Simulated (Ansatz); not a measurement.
GaAs:
```
CELL_PARAMETERS angstrom
      0.00000     2.87253     2.87253
      2.87253     0.00000     2.87253
      2.87253     2.87253     0.00000
ATOMIC_POSITIONS crystal
  Ga 0.00000 0.00000 0.00000
  As 0.75000 0.75000 0.75000
```

Relaxed with PBE. Special points in fractions of this cell's reciprocal vectors: Γ (0.000, 0.000, 0.000); X (0.500, 0.000, 0.500); U (0.625, 0.250, 0.625); K (0.375, 0.375, 0.750); L (0.500, 0.500, 0.500); W (0.500, 0.250, 0.750).

### Question
List the band energies nearest the valence-band maximum at these points for PBE in the plane-wave PAW code Ansatz.

### Answer
In eV from the valence-band maximum; about four levels below and three above (degenerate sets whole), none deeper than 8.9 eV; points with the same levels are listed once.

```json
[
 {"k": "Γ", "below": "0.00 0.00 0.00", "above": "0.16 3.72 3.72 3.72"},
 {"k": "X", "below": "-6.59 -2.51 -2.51", "above": "1.56 1.68 9.80 9.80"},
 {"k": "U", "below": "-6.42 -3.61 -2.12", "above": "1.99 4.53 7.70"},
 {"k": "L", "below": "-6.38 -1.07 -1.07", "above": "0.87 4.63 4.63"},
 {"k": "W", "below": "-6.42 -3.31 -3.12", "above": "4.40 4.70 5.26"}
]
```

Space group F-43m (zinc blende). Symmetry was held in the PBE relaxation. Scalar-relativistic: spin–orbit coupling is off unless named, which matters more the heavier the elements.

Potentials: the earlier of the program's two PAW sets.
